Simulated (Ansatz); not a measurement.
Si$_{2}$W in space group I4/mcm (No. 140; Si on 8h, W on 4a) at seven volumes, PBE in the plane-wave PAW code Ansatz, shape and atoms relaxed at each. One row is withheld.

```json
[
 {"V (Å³/atom)": "14.156", "P (GPa)": "21.15"},
 {"V (Å³/atom)": "14.622", "P (GPa)": "?"},
 {"V (Å³/atom)": "15.089", "P (GPa)": "5.97"},
 {"V (Å³/atom)": "15.556", "P (GPa)": "0.00"},
 {"V (Å³/atom)": "16.022", "P (GPa)": "-5.10"},
 {"V (Å³/atom)": "16.489", "P (GPa)": "-9.44"},
 {"V (Å³/atom)": "16.956", "P (GPa)": "-13.13"}
]
```

### Question
Fit the shown pressures and predict the withheld one.

### Answer
P = (3/2)B₀(x^(7/2) − x^(5/2))[1 + (3/4)(B′ − 4)(x − 1)] with x = (V₀/V)^(2/3). Least squares on the six rows gives V₀ = 15.556 Å³/atom, B₀ = 183 GPa, B′ = 4.28. At V = 14.622, x = 1.0421 and P = 12.94 GPa. The run itself gave 12.96 GPa.

The cell is a constructed one: a structure type filled with these elements; neither database checked (COD, Materials Project) lists it. It is not the phase usual at ambient conditions (space group No. 139). The cell was relaxed with PBE under the symmetry of its start; its stability against distortions is not shown here. The run is not spin-polarised. Spin–orbit coupling is left out wherever it is not named.

Potentials: the later of the program's two PAW sets.
